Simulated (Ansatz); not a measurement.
Consider a crystal of SrSnF6 in space group Pm-3m (No. 221), with Sr on 1a; Sn on 1b; F on 6e.

The calculation used DFT PBE, scalar-relativistic, plane waves, PAW (Ansatz 0.2.0). Cutoff 420 eV, Γ-centred mesh, Gaussian smearing, no spin polarisation.

Energies over the elements count from the elements' standard structures at the same level (F₂ as a molecule), with no fitted energy shifts. The references include grey tin.

**Question.** Predict the relaxed structure.

**Answer.**

Space group Pm-3m (No. 221). a = 6.535 Å, b = 6.535 Å, c = 6.535 Å, α = 90.00°, β = 90.00°, γ = 90.00°
| atom | site | symmetry | x | y | z |
| --- | --- | --- | --- | --- | --- |
| Sr | 1a | m-3m | 0.0000 | 0.0000 | 0.0000 |
| Sn | 1b | m-3m | 0.5000 | 0.5000 | 0.5000 |
| F | 6e | 4m.m | 0.3491 | 0.0000 | 0.0000 |

Sr is surrounded by 6 F at 2.28 Å; Sn has 24 F at 4.72 Å (long contacts); around F lie 1 F at 1.97 Å, 1 Sr at 2.28 Å, 4 F at 3.23 Å, 1 Sr at 4.25 Å, 1 F at 4.56 Å, 4 Sn at 4.72 Å and 8 F at 4.83 Å. Another local minimum with the same sites may exist.

**Question.** And its energy and gap?

**Answer.** The formation energy is −1.04 eV/atom. The gap on the 6×6×6 mesh of the 8-atom cell is 0 eV (a metal). Whether it is stable depends on the other phases of the system, which aren't compared here.

The last run used Gaussian smearing of 0.10 eV. The cell is a metal run without spin; a magnetic state may lie lower. A structure relaxed within its symmetry needn't be a true minimum.
